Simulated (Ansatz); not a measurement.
MgSn3S6: rattling a relaxed structure

The cell was found from a structure generator's guess, not taken from experiment.

Theory: DFT PBE, scalar-relativistic, plane waves, PAW (Ansatz 0.2.0). Settings: cutoff 420 eV, Γ-centred mesh 6×6×6 on the computed 10-atom cell, Gaussian smearing of 0.01 eV; no spin polarisation.

The cell below (10 atoms, space group P-31m (No. 162)) is relaxed within its symmetry.

```
CELL_PARAMETERS angstrom
6.47285 0.00000 0.00000
-3.23642 5.60565 0.00000
0.00000 0.00000 6.79492
ATOMIC_POSITIONS crystal
Mg 0.00000 0.00000 0.00000
Sn 0.33333 0.66667 0.00000
Sn 0.66667 0.33333 0.00000
Sn 0.00000 0.00000 0.50000
S 0.33900 0.00000 0.21495
S 0.00000 0.33900 0.21495
S 0.66100 0.66100 0.21495
S 0.00000 0.66100 0.78505
S 0.66100 0.00000 0.78505
S 0.33900 0.33900 0.78505
```

For the test it was strained at random (σ = 1.5 % a component), the atoms were moved at random (σ = 0.15 Å), and all was relaxed again on a coarse 6×6×4 mesh (in the run’s order of axes) with 0.20 eV smearing, with no symmetry imposed.

Task: Is the structure stable against such a distortion?

Result: It returns, within 1 meV/atom of the unmoved cell on that mesh and with the same symmetry when read at 0.1 Å (P1 at 0.01 Å, so small strains and shifts remain). So it is stable against the distortions that fit this cell and that this random move excites. Modes that don't fit the cell aren't tested.
